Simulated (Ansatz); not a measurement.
OsO4:
```yaml
crystal:
  lattice:
    - [-2.14221, 2.14221, 3.88058]
    - [2.14221, -2.14221, 3.88058]
    - [2.14221, 2.14221, -3.88058]
  atoms:
    - { symbol: Os, position: [0.50000, 0.50000, 0.00000] }
    - { symbol: O, position: [0.14539, 0.60426, 0.00000] }
    - { symbol: O, position: [0.85461, 0.85461, 0.45887] }
    - { symbol: O, position: [0.60426, 0.14539, 0.00000] }
    - { symbol: O, position: [0.39574, 0.39574, 0.54113] }
```

Tensor components refer to the Cartesian frame of this cell.

### Question
Give the high-frequency dielectric tensor and the Born effective charge tensors of the independent atoms from DFPT, plane-wave PAW LDA (Ansatz code).

### Answer

ε∞:
```
3.22  0.00  0.00
0.00  3.22  0.00
0.00  0.00  3.35
```
Z* of atom 1 (Os), rows: field, columns: displacement, in e:
```
2.99  0.00  0.00
0.00  2.99  0.00
0.00  0.00  3.07
```
Z* of atom 2 (O), rows: field, columns: displacement, in e:
```
-0.75   0.45   0.49
 0.45  -0.75  -0.49
 0.50  -0.50  -0.77
```

Static charges for comparison (Bader): Os1 +2.68, O2 -0.67 e. Born charges measure polarisation by displacement and can exceed these by far.

Space group I-42m. The first step of the workflow began from a Materials Project structure, measured or hypothetical; the Crystallography Open Database copy checked does not list it. COD files the formula under space group No. 5, so this cell is another polymorph or a model. Whether it is the stable phase at ambient conditions was not checked. Symmetry was held in the LDA relaxation; whether a distortion lowers the energy is not shown. The run is not spin-polarised. A crystal of weakly bound molecules computed without a dispersion correction: the cell and the soft elastic constants depend strongly on that. Spin–orbit coupling is left out wherever it is not named.

Potentials: the later of the program's two PAW sets.
